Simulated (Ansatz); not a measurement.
# Zone-centre phonons of SnSe at 20 GPa: input and output

Theory: Ansatz, DFT LDA, scalar-relativistic, plane waves, PAW.

Launched with:
```bash
ansatz run input.yaml --threads 1 --pin off --max-ram 3072MiB --backend cpu --events-out ev --progress --plain --runs-dir out
```

Input (bare energies are in eV):
```yaml
crystal:
  lattice:
    - [0.0, 2.7461061869, 2.7461061869]
    - [2.7461061869, 0.0, 2.7461061869]
    - [2.7461061869, 2.7461061869, 0.0]
  atoms:
    - { symbol: Sn, position: [0.0, 0.0, 0.0] }
    - { symbol: Se, position: [0.5, 0.5, 0.5] }
basis:
  ecutwfc: 420
kpoints:
  mp_grid: { grid: [12, 12, 12] }
hamiltonian:
  xc: lda
scf:
  occupations: { method: fixed }
output:
  eigenvalues: true
phonons:
  method: dfpt
  eigenvectors: true
```

The end of the output:
```
--- Phonons (Γ-DFPT): 2 representative perturbations + reference, on 163 of 1728 k-points (Σ response iterations 6) ---
  k mesh reduced under 8 symmetry operations, with k and −k counted as one. Each operation leaves every solved perturbation unchanged. A smaller set is not used because it would not reduce the number of displacements ...
  ASR residual: 7.616e-4 → 0.000e0 eV/Å²; symmetrization residual: 4.002e-6 eV/Å²
  ASR residual per site (eV/Å²): 7.62e-4 1.31e-4
  Γ frequencies (cm⁻¹): 0.00 0.00 0.00 141.93 141.93 141.93
  non-analytic LO–TO correction: not included (Born effective charges unavailable; polar crystals: no LO–TO splitting at Γ)
```

The run took 30 s on 1 thread of Arm Neoverse V2, with other jobs on the host, peak memory 0.69 GiB.

Spin–orbit coupling is left out, which matters for heavy elements. Other phases may be more stable at this pressure. The bands were filled as in an insulator; under compression the gap may have closed between mesh points.

This rock-salt form isn't the usual stable structure of the compound at low pressure.